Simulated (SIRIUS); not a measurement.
Worked example: self-consistent single point of Hf2Si (I4/mcm, 12 atoms in the cell; from Materials Project mp-9938, changed as shown) in SIRIUS.

All values come from this method and carry its errors: PBEsol, GBRV PBEsol ultrasoft pseudopotentials (plane waves; SIRIUS 7.12.0).

The change in words: lattice scaled by 1.02. Reference geometry (I4/mcm):
```yaml
crystal:
  lattice:
    - [6.55070, 0.00000, 0.00000]
    - [0.00000, 6.55070, 0.00000]
    - [0.00000, 0.00000, 5.16565]
  atoms:
    - { symbol: Hf, position: [0.15649, 0.34351, 0.00000] }
    - { symbol: Hf, position: [0.84351, 0.65649, 0.00000] }
    - { symbol: Hf, position: [0.15649, 0.65649, 0.50000] }
    - { symbol: Hf, position: [0.84351, 0.34351, 0.50000] }
    - { symbol: Hf, position: [0.65649, 0.84351, 0.50000] }
    - { symbol: Hf, position: [0.34351, 0.15649, 0.50000] }
    - { symbol: Hf, position: [0.65649, 0.15649, 0.00000] }
    - { symbol: Hf, position: [0.34351, 0.84351, 0.00000] }
    - { symbol: Si, position: [0.00000, 0.00000, 0.25000] }
    - { symbol: Si, position: [0.00000, 0.00000, 0.75000] }
    - { symbol: Si, position: [0.50000, 0.50000, 0.75000] }
    - { symbol: Si, position: [0.50000, 0.50000, 0.25000] }
```

Reference input (self-consistent single point, DFT, PBEsol, plane waves, GBRV PBEsol ultrasoft pseudopotentials): parameters.ngridk = 4 4 4; parameters.xc_functionals = [XC_GGA_X_PBE_SOL, XC_GGA_C_PBE_SOL]; parameters.gk_cutoff = 6.325 1/bohr; parameters.pw_cutoff = 14.143 1/bohr; parameters.smearing = fermi_dirac; parameters.smearing_width = 0.00367493 Ha; potentials = GBRV PBEsol ultrasoft pseudopotentials; parameters.electronic_structure_method = pseudopotential; parameters.num_bands = 67; parameters.num_mag_dims = 0; parameters.num_dft_iter = 100; parameters.energy_tol = 1e-07 Ha. This run's input differs from it in these lines:

```diff
@@ -32,5 +32,5 @@
     "lattice_vectors": [
-      [12.3790289246, 0.0, 0.0],
-      [0.0, 12.3790289246, 0.0],
-      [0.0, 0.0, 9.7616637557]
+      [12.6266095031, 0.0, 0.0],
+      [0.0, 12.6266095031, 0.0],
+      [0.0, 0.0, 9.9568970308]
     ],
```

Log, with long lists cut:

```
[find] density tolerance         : 1e-06
[find] total energy tolerance    : 1e-07
[find] iter_solver_tol (initial) : 0.01
[find] iter_solver_tol (target)  : 1e-13
[find] num_dft_iter              : 100
Charges and magnetic moments
--------------------------------------------------------------------------------
total charge          : 112.000000
[find] | SCF iteration   0 out of 100|
[diagonalize] iterative solver tolerance (occupied, empty): 0.01 0.01
[diagonalize] average number of iterations: 3
[find] Charges and magnetic moments
[find] total charge          : 112.000000
[find] Energy
   [... lines left out ...]

[find] Charges and magnetic moments
[find] total charge          : 112.000000
[find] Energy
[find] smearing (-TS)                 :      -0.00529758
[find] Total energy                   :    -653.58745300 (Ha),   -1307.17490600 (Ry)
[find] Free energy (E-TS)             :    -653.59275058 (Ha),   -1307.18550116 (Ry)
[find] band gap (eV)                  :       0.00000000
[find] Efermi                         :       0.48367549
[find] iteration : 18, RMS (target) : 1.7814e-07 (1.0000e-06) , energy difference (target) : -2.0917e-09 (1.0000e-07)
[find] bands are converged : true
[find] iterative solver converged : true
[find] converged after 19 SCF iterations!
[find] Charges and magnetic moments
[find] total charge          : 112.000000
[find] Energy
[find] smearing (-TS)                 :      -0.00529758
[find] Total energy                   :    -653.58745300 (Ha),   -1307.17490600 (Ry)
[find] Free energy (E-TS)             :    -653.59275058 (Ha),   -1307.18550116 (Ry)
[find] band gap (eV)                  :       0.00000000
[find] Efermi                         :       0.48367549
[ground_state] === stress tensor components [kbar] ===
[ground_state] === stress_total ===
[ground_state]   105.876811    0.000000    0.000000
[ground_state]     0.000000  105.876811    0.000000
[ground_state]     0.000000    0.000000   92.787444
[ground_state] ==== total Forces in Ha/bohr =====
   [... lines left out ...]
[ground_state] atom:    7, force:      -0.0016938     -0.0016938     -0.0000000
[ground_state] atom:    8, force:       0.0000000     -0.0000000      0.0000000
[ground_state] atom:    9, force:      -0.0000000      0.0000000      0.0000000
[ground_state] atom:   10, force:      -0.0000000      0.0000000      0.0000000
[ground_state] atom:   11, force:      -0.0000000     -0.0000000      0.0000000
```

The run converged in 19 iterations. SIRIUS prints the stress tensor with tension positive. Against the reference run the free energy goes up by 42.1 meV/atom, the pressure goes from -2.70 to -10.15 GPa and the largest force goes from 0.091 to 0.123 eV/Å.

The structure comes from a collection of computed structures, made at another level of theory; the collection holds predicted forms beside known ones. No clean gap shows at this smearing width and mesh (spacing up to 0.30 Å⁻¹); the mesh is coarse for partly filled bands, so the values carry mesh errors.

Cost on one core: very roughly 4 core-minutes.
